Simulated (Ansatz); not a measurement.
InGa2P3, ordered on the zincblende lattice (Imm2) with 6 atoms a cell at its r2SCAN geometry, run in Ansatz at 3 levels of theory. Spin-unpolarised throughout. Whether this structure exists isn't addressed.

The r2SCAN input:
```yaml
crystal:
  lattice:
    - [-1.9745681307, 5.937396563, 2.8089360762]
    - [1.9745681307, -5.937396563, 2.8089360762]
    - [1.9745681307, 5.937396563, -2.8089360762]
  atoms:
    - { symbol: Ga, position: [0.6696638844, 1.0005359165, 0.6691279679] }
    - { symbol: P, position: [0.4388223689, 0.2633710989, 0.17545127] }
    - { symbol: Ga, position: [0.3314079486, 0.0005359165, 0.3308720321] }
    - { symbol: P, position: [0.087919829, 0.2633710989, 0.82454873] }
    - { symbol: In, position: [0.0009203925, 0.0009203925, 0.0] }
    - { symbol: P, position: [0.7212655767, 0.2212655767, 0.5] }
kpoints:
  mp_grid: { grid: [8, 8, 8] }
  band_path:
    path:
      - [0.0, 0.0, 0.0]
      - [0.5, -0.5, 0.5]
      - [0.2776498094, -0.2776498094, 0.7223501906]
      - [-0.2776498094, 0.2776498094, 0.2776498094]
      - [0.3059540604, 0.3059540604, -0.3059540604]
      - [0.6940459396, -0.3059540604, 0.3059540604]
      - [0.0, 0.5, 0.0]
      - [0.25, 0.25, 0.25]
      - [0.5, 0.0, 0.0]
    npoints: 1
hamiltonian:
  xc: r2scan
scf:
  occupations: { method: fixed }
  n_extra_bands: 5
output:
  forces: true
  stress: true
  eigenvalues: true
```

Main results, then, where recorded, the levels near the gap in eV from the Fermi energy (columns number the bands from 0), one row a point of the path (Γ, X, F₀, Σ₀, Λ₀, G₀, R, W, S):
```
Crystal: 6 atoms, lattice volume = 131.726 Å³
Symmetry: 4 space group operations
Space group: Imm2 (ITA 44)
```
```
Basis set: ecut = 500 eV, 3369 PW (Γ), FFT grids on a1+a2, a2+a3, a3
Bands: 32, of which v1, the nominal top of the filled ones, is band 27 counted from 1 (26 counted from 0)
k-points: 95 of 512 (time reversal used)
Free energy (F): -15472.613519 eV
Fermi energy:    6.898189 eV
--- Forces (eV/Å), atoms counted from 1 ---
  atom   1  Ga      0.00000    -0.00142      0.00005
  atom   2  P       0.00000    -0.00274      0.00111
  atom   3  Ga      0.00000      0.00142      0.00005
  atom   4  P       0.00000      0.00274      0.00111
  atom   5  In      0.00000      0.00000      0.00032
  atom   6  P       0.00000      0.00000    -0.00263
--- Stress (GPa, compression-positive) ---
        0.000891       0.000000       0.000000
        0.000000      -0.009236       0.000000
        0.000000       0.000000      -0.004190
  P = ⅓ Tr σ = -0.0042 GPa (-0.042 kbar)
```
```tsv
band_22	band_23	band_24	band_25	band_26	band_27	band_28	band_29
-2.249	-1.731	-0.109	-0.089	0.000	1.701	2.370	3.235
-2.736	-2.239	-1.811	-0.765	-0.287	1.803	2.142	3.005
-2.859	-2.600	-2.556	-2.336	-1.472	2.052	2.269	2.699
-2.859	-2.600	-2.556	-2.336	-1.472	2.052	2.269	2.699
-2.112	-1.326	-1.109	-0.943	-0.676	1.919	1.997	2.485
-2.112	-1.326	-1.109	-0.943	-0.676	1.919	1.997	2.485
-3.637	-2.490	-2.453	-1.169	-1.139	1.852	3.853	4.149
-3.407	-2.434	-2.339	-1.541	-1.496	2.933	2.962	4.458
-1.820	-1.732	-1.634	-1.123	-0.826	1.823	2.773	3.292
```

r2SCAN gives a direct gap of 1.70 eV at Γ.

Task: Another run on the same cell gave
```
Basis set: ecut = 420 eV, 2597 PW (Γ), FFT grids on a1+a2, a2+a3, a3
Bands: 32, of which v1, the nominal top of the filled ones, is band 27 counted from 1 (26 counted from 0)
k-points: 18 of 64 (time reversal used)
hybrid outer 1: dexx = +2.507e-2 eV, tail = 5.94e-5 eV
hybrid outer 2: dexx = +2.454e-6 eV, tail = 3.36e-8 eV, Δε = 2.17e-3 eV, ΔF = 2.65e-3 eV/Å
Free energy (F): -15439.592989 eV
Fermi energy:    6.645274 eV
--- Forces (eV/Å), atoms counted from 1 ---
  atom   1  Ga      0.00000      0.00063    -0.00756
  atom   2  P       0.00000    -0.05995    -0.03000
  atom   3  Ga      0.00000    -0.00063    -0.00756
  atom   4  P       0.00000      0.05995    -0.03000
  atom   5  In      0.00000      0.00000      0.00253
  atom   6  P       0.00000      0.00000      0.07253
--- Stress (GPa, compression-positive) ---
        0.729976       0.000000       0.000000
        0.000000       0.200548       0.000000
        0.000000       0.000000       0.063704
  P = ⅓ Tr σ = 0.3314 GPa (3.314 kbar)
```
```tsv
band_22	band_23	band_24	band_25	band_26	band_27	band_28	band_29
-2.338	-1.809	-0.093	-0.075	0.000	2.115	2.853	3.706
-2.846	-2.307	-1.859	-0.788	-0.300	2.201	2.624	3.572
-2.971	-2.702	-2.658	-2.429	-1.514	2.478	2.688	3.155
-2.971	-2.702	-2.658	-2.429	-1.514	2.478	2.688	3.155
-2.187	-1.369	-1.130	-0.957	-0.711	2.389	2.467	2.932
-2.187	-1.369	-1.130	-0.957	-0.711	2.389	2.467	2.932
-3.801	-2.578	-2.548	-1.200	-1.168	2.301	4.390	4.698
-3.548	-2.518	-2.416	-1.585	-1.544	3.417	3.458	4.935
-1.886	-1.779	-1.692	-1.149	-0.869	2.284	3.285	3.784
```
Which level of theory and mesh gave it?

Result: It is HSE06, judged by the exchange loop and the size of the gap (a near hybrid could fit too), on 4×4×4; the blocks that differ from the first input, but for the band path:
```yaml
kpoints:
  mp_grid: { grid: [4, 4, 4] }
hamiltonian:
  xc: hse06
```
The HSE06 gap is direct at Γ: 2.11 eV. The mean pressure at these positions is +0.3 GPa, compression counted positive. The stress of a hybrid is loosely converged here.

Task: In the first input these blocks are replaced (the band path and keys that only write files left aside):
```yaml
kpoints:
  mp_grid: { grid: [4, 4, 4] }
hamiltonian:
  xc: pbe0
```
What comes out?

Result:
```
Basis set: ecut = 420 eV, 2597 PW (Γ), FFT grids on a1+a2, a2+a3, a3
Bands: 32, of which v1, the nominal top of the filled ones, is band 27 counted from 1 (26 counted from 0)
k-points: 18 of 64 (time reversal used)
hybrid outer 1: dexx = +3.632e-2 eV, tail = 7.87e-5 eV
hybrid outer 2: dexx = +4.793e-6 eV, tail = 5.01e-8 eV, Δε = 2.75e-3 eV, ΔF = 1.57e-3 eV/Å
Free energy (F): -15439.504816 eV
Fermi energy:    6.297824 eV
--- Forces (eV/Å), atoms counted from 1 ---
  atom   1  Ga      0.00000      0.00078    -0.00648
  atom   2  P       0.00000    -0.06098    -0.03203
  atom   3  Ga      0.00000    -0.00078    -0.00648
  atom   4  P       0.00000      0.06098    -0.03203
  atom   5  In      0.00000      0.00000      0.00126
  atom   6  P       0.00000      0.00000      0.07575
--- Stress (GPa, compression-positive) ---
        0.485711       0.000000       0.000000
        0.000000      -0.027226       0.000000
        0.000000       0.000000      -0.159851
  P = ⅓ Tr σ = 0.0995 GPa (0.995 kbar)
```
```tsv
band_22	band_23	band_24	band_25	band_26	band_27	band_28	band_29
-2.373	-1.843	-0.074	-0.058	0.000	2.755	3.539	4.394
-2.882	-2.344	-1.886	-0.798	-0.310	2.873	3.306	4.263
-3.008	-2.739	-2.691	-2.458	-1.530	3.143	3.358	3.838
-3.008	-2.739	-2.691	-2.458	-1.530	3.143	3.358	3.838
-2.213	-1.389	-1.128	-0.948	-0.728	3.052	3.123	3.599
-2.213	-1.389	-1.128	-0.948	-0.728	3.052	3.123	3.599
-3.866	-2.617	-2.589	-1.209	-1.175	2.958	5.090	5.404
-3.608	-2.553	-2.452	-1.602	-1.560	4.099	4.136	5.632
-1.916	-1.804	-1.719	-1.153	-0.890	2.947	3.971	4.472
```
PBE0 gives a direct gap of 2.76 eV at Γ. The mean stress, +0.1 GPa, is small, and the program warns that its thresholds are loose for a hybrid's stress.

Small level splittings and stresses of the hybrids carry the error of their coarser meshes.

Totals of different functionals can't be compared.

No spin-orbit coupling is included; it can move band edges with weight on the heavy atoms by tenths of an eV.
